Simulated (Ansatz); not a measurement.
## Lu₄SiGe₂: relaxation (Ansatz)

Run with:

```bash
ansatz run input.yaml --threads 2 --pin off --max-ram 2560MiB --backend cpu --events-out ev --progress --plain --runs-dir out
```

The input file (Ansatz 0.2.0, plane waves):

```yaml
crystal:
  lattice:
    - [5.331982, 0.0, 0.0]
    - [-2.665991, 4.61764, 0.0]
    - [-2.665991, 1.539213, 7.299984]
  atoms:
    - { symbol: Ge, position: [0.40695, 0.59305, 0.22085] }
    - { symbol: Ge, position: [0.26645, 0.73355, 0.79935] }
    - { symbol: Si, position: [0.1244, 0.8756, 0.3732] }
    - { symbol: Lu, position: [0.836, 0.164, 0.508] }
    - { symbol: Lu, position: [0.7006, 0.2994, 0.1018] }
    - { symbol: Lu, position: [0.9967, 0.0033, 0.9901] }
    - { symbol: Lu, position: [0.541, 0.459, 0.623] }
  symmetry: { tolerance: 0.0003 }
kpoints:
  mp_grid: { grid: [6, 6, 6], shift: [0, 0, 0] }
magnetization:
  spin_polarized: false
scf:
  occupations: { method: fermi_dirac }
  lower_state_search: "off"
hamiltonian:
  pseudopotentials: { kind: paw }
  xc: pbe
basis:
  ecutwfc: 420
  fft_grid_basis: typed
relax:
  max_steps: 40
output:
  forces: true
  stress: true
  eigenvalues: true
  populations: true
  elf: true
  write_potential: true
  volumetric_format: npy
  dos:
    e_range: [-12, 8]
    de: 0.05
    projected: { site_lists: { Ge: [Ge], Lu: [Lu], Si: [Si] } }
  bader: false
checkpoint:
  read: saved_state
```

Origin of the cell: a known structure type with other elements, at an estimated volume, so it need not be a known compound.

The smearing width isn't typed, so it takes its default of 0.1 eV.

The saved state is a converged single point of the same cell.

Output (shortened):

```
SCF iter   1: F=—  HF=-68154.570680 eV  Δρ=1.42e-3  dr2=1.65e-2
SCF iter   2: F=—  HF=-68154.569450 eV  Δρ=8.82e-4  dr2=6.73e-3
SCF iter   3: F=—  HF=-68154.569542 eV  Δρ=5.56e-4  dr2=5.71e-4
SCF iter   4: F=—  HF=-68154.568681 eV  Δρ=2.19e-4  dr2=1.06e-4
SCF iter   5: F=—  HF=-68154.568671 eV  Δρ=1.01e-4  dr2=2.03e-5
SCF iter   6: F=—  HF=-68154.568746 eV  Δρ=6.38e-5  dr2=7.16e-6
SCF iter   7: F=—  HF=-68154.568742 eV  Δρ=2.83e-5  dr2=1.43e-6
SCF iter   8: F=—  HF=-68154.568742 eV  Δρ=1.22e-5  dr2=3.14e-7
SCF iter   9: F=—  HF=-68154.568742 eV  Δρ=4.28e-6  dr2=6.46e-8
SCF iter  10: F=-68154.568742 eV  HF=-68154.568742 eV  Δρ=2.52e-6  dr2=1.07e-8
relax step   1: F+E_penalty+E_count = -68154.568742 eV  Δ(F+E_penalty+E_count) = +0.000e0 eV  max|allowed force component| = 9.820e-1 eV/Å  Δτ_max = 0.0000 Å  (10 SCF iters, accepted)
relax step   2: F+E_penalty+E_count = -68154.755422 eV  Δ(F+E_penalty+E_count) = -1.867e-1 eV  max|allowed force component| = 4.864e-1 eV/Å  Δτ_max = 0.1948 Å  (9 SCF iters, dr2 threshold 6.03e-5 eV, accepted)
relax step   3: F+E_penalty+E_count = -68154.816588 eV  Δ(F+E_penalty+E_count) = -6.117e-2 eV  max|allowed force component| = 1.023e-1 eV/Å  Δτ_max = 0.0743 Å  (8 SCF iters, dr2 threshold 1.48e-5 eV, accepted)
relax step   4: F+E_penalty+E_count = -68154.829081 eV  Δ(F+E_penalty+E_count) = -1.249e-2 eV  max|allowed force component| = 1.209e-1 eV/Å  Δτ_max = 0.0566 Å  (9 SCF iters, dr2 threshold 6.54e-7 eV, accepted)
relax step   5: F+E_penalty+E_count = -68154.850341 eV  Δ(F+E_penalty+E_count) = -2.126e-2 eV  max|allowed force component| = 1.411e-1 eV/Å  Δτ_max = 0.0945 Å  (9 SCF iters, dr2 threshold 9.13e-7 eV, accepted)
relax step   6: F+E_penalty+E_count = -68154.885679 eV  Δ(F+E_penalty+E_count) = -3.534e-2 eV  max|allowed force component| = 1.740e-1 eV/Å  Δτ_max = 0.1145 Å  (7 SCF iters, dr2 threshold 1.99e-5 eV, accepted)
relax step   7: F+E_penalty+E_count = -68154.929690 eV  Δ(F+E_penalty+E_count) = -4.401e-2 eV  max|allowed force component| = 1.821e-1 eV/Å  Δτ_max = 0.1317 Å  (7 SCF iters, dr2 threshold 3.03e-5 eV, accepted)
relax step   8: F+E_penalty+E_count = -68154.988301 eV  Δ(F+E_penalty+E_count) = -5.861e-2 eV  max|allowed force component| = 1.408e-1 eV/Å  Δτ_max = 0.1951 Å  (8 SCF iters, dr2 threshold 3.32e-5 eV, accepted)
relax step   9: F+E_penalty+E_count = -68154.983203 eV  Δ(F+E_penalty+E_count) = +5.098e-3 eV  max|allowed force component| = 2.624e-1 eV/Å  Δτ_max = 0.1959 Å  (8 SCF iters, dr2 threshold 1.19e-5 eV, rejected (line search))
relax step  10: F+E_penalty+E_count = -68154.998899 eV  Δ(F+E_penalty+E_count) = -1.060e-2 eV  max|allowed force component| = 4.657e-2 eV/Å  Δτ_max = 0.0980 Å  (10 SCF iters, accepted)
relax step  11: F+E_penalty+E_count = -68154.998567 eV  Δ(F+E_penalty+E_count) = +3.315e-4 eV  max|allowed force component| = 6.665e-2 eV/Å  Δτ_max = 0.0401 Å  (8 SCF iters, dr2 threshold 2.37e-7 eV, rejected (line search))
relax step  12: F+E_penalty+E_count = -68154.999741 eV  Δ(F+E_penalty+E_count) = -8.423e-4 eV  max|allowed force component| = 3.674e-3 eV/Å  Δτ_max = 0.0200 Å  (8 SCF iters, accepted)
SCF 12 converged in 8 iterations: F = -68154.999741 eV  dr2 = 2.77e-8
SCF converged after 8 iterations
Free energy (F): -68154.999741 eV
Harris-Foulkes:  -68154.999741 eV  (|F-HF|=3.24e-8)
Internal energy: -68154.746935 eV  (E = F + TS)
E sigma→0 (E₀):  -68154.873338 eV
Entropy (-TS):   -0.252806 eV (-36.115 meV/atom)
Fermi energy:    11.916218 eV
--- Per-component energies (eV) ---
  E_band       = -399.776749
  E_kinetic    = 1925.918304
  E_local      = -33568.219305  (includes V_loc(G=0)·N_el)
  E_nonlocal   = 3165.773019
  E_hartree    = 14246.165186
  E_xc         = -1074.584575
  E_vxc        = -1203.076553  (∫ρ·V_xc dr)
  E_paw        = -34045.822901  (= ΣΔE_a)
  E_vpaw       = 787.503974  (= ΣTr[D̂ρ^β])
  E_aug_tail   = 0.000779  (compensation charges beyond the density's cutoff)
  E_ewald      = -18803.977442
  E_smearing   = -0.252806  (= −TS)
  Σ components = -68154.999741   (vs F -68154.999741, Δ=0.00e0)
--- Forces (eV/Å), atoms counted from 1 ---
  atom   1  Ge     0.000000    -0.000000     0.002906
  atom   2  Ge     0.000000     0.000000    -0.002094
  atom   3  Si     0.000000     0.000000    -0.001393
  atom   4  Lu     0.000000    -0.000000     0.000854
  atom   5  Lu     0.000000    -0.000000     0.003007
  atom   6  Lu    -0.000000     0.000000    -0.003668
  atom   7  Lu     0.000000    -0.000000     0.000431
  max |Σ_I F_I| component: 4.19e-5 eV/Å
--- Stress (GPa, compression-positive) ---
       -7.117697      -0.000000       0.000000
        0.000000      -7.117697      -0.000000
        0.000000      -0.000000       2.466339
  P = ⅓ Tr σ = -3.9230 GPa (-39.230 kbar)
--- Relaxed structure (12 steps of the walk, 10 accepted, 0 SCFs on fresh bases) ---
  F+E_penalty+E_count = -68154.999741 eV   max|allowed force component| = 3.674e-3 eV/Å
  atoms:
    - { symbol: Ge, position: [0.425410, 0.574590, 0.276230] }
    - { symbol: Ge, position: [0.234614, 0.765386, 0.703843] }
    - { symbol: Si, position: [0.116330, 0.883670, 0.348990] }
    - { symbol: Lu, position: [0.840597, 0.159403, 0.521792] }
    - { symbol: Lu, position: [0.711126, 0.288874, 0.133379] }
    - { symbol: Lu, position: [0.983269, 0.016731, 0.949807] }
    - { symbol: Lu, position: [0.560753, 0.439247, 0.682258] }
--- Löwdin populations: 7 sites ---
  site symbol       q [e]
     0     Ge     14.2658
     1     Ge     14.2584
     2     Si      4.0542
     3     Lu     24.8676
     4     Lu     24.8101
     5     Lu     24.7227
     6     Lu     24.7542
  spilling = 0.002023 (of n_electrons = 132.000000)
```

The starting structure.

Space group R3m (No. 160); the run's cell has a = 5.332 Å, b = 5.332 Å, c = 7.923 Å, α = 70.34°, β = 109.66°, γ = 120.00°. Shortest distances: Lu–Si 2.80 Å, Ge–Lu 2.94 Å, Lu–Lu 2.97 Å, Ge–Ge 3.08 Å, Ge–Si 3.11 Å.

After:

Space group R3m (No. 160); the run's cell has a = 5.332 Å, b = 5.332 Å, c = 7.923 Å, α = 70.34°, β = 109.66°, γ = 120.00°. Shortest distances: Ge–Si 2.59 Å, Lu–Lu 2.84 Å, Lu–Si 2.91 Å, Ge–Lu 2.96 Å.

```
Free energy lowered by  : 61.6 meV/atom
Final pressure          : -3.92 GPa
Relaxation steps listed : 12
```

Caveats: no spin-orbit coupling, though heavy elements are present; the SCF threshold is looser than advised for a stress; the relaxation held the start's symmetry, so the end may be a saddle point.

Time: 4 min on 2 threads of Intel(R) Xeon(R) 6975P-C (Granite Rapids), on a shared host, peak memory 0.74 GiB, from a saved density.
